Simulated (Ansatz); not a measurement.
Ge (diamond)

```xyz
2
Lattice="0.0000 2.8811 2.8811 2.8811 0.0000 2.8811 2.8811 2.8811 0.0000" Properties=species:S:1:pos:R:3 pbc="T T T"
Ge     2.8811     2.8811     2.8811
Ge     4.3217     4.3217     4.3217
```

Computed with PBE (plane waves to 420 eV, PAW, scalar-relativistic; Ansatz, a program for electronic structure). DFPT wavenumbers on a 14×14×14 k mesh, in cm⁻¹ and rounded to 5; i marks imaginary ones, q is in fractions of the reciprocal vectors of the cell shown, and the three acoustic modes at Γ are left out. Ge was relaxed with its symmetry unable to fall. The PAW data are Ansatz's earlier set.

Q: Does any mode at Γ, L = (0.5, 0.0, 0.0), X = (0.5, 0.5, 0.0) come out imaginary?

A: No imaginary mode at these points (lowest 60 cm⁻¹ at L = (0.5, 0.0, 0.0)); other wave vectors were not tested.

Q: Predict the phonon wavenumbers at Γ, L = (0.5, 0.0, 0.0), X = (0.5, 0.5, 0.0).

A: 
```json
[
 {"q": "Γ", "wavenumbers (cm⁻¹)": "270 (×3)"},
 {"q": "L = (0.5, 0.0, 0.0)", "wavenumbers (cm⁻¹)": "60 (×2), 210, 220, 265 (×2)"},
 {"q": "X = (0.5, 0.5, 0.0)", "wavenumbers (cm⁻¹)": "75 (×2), 220 (×2), 250 (×2)"}
]
```
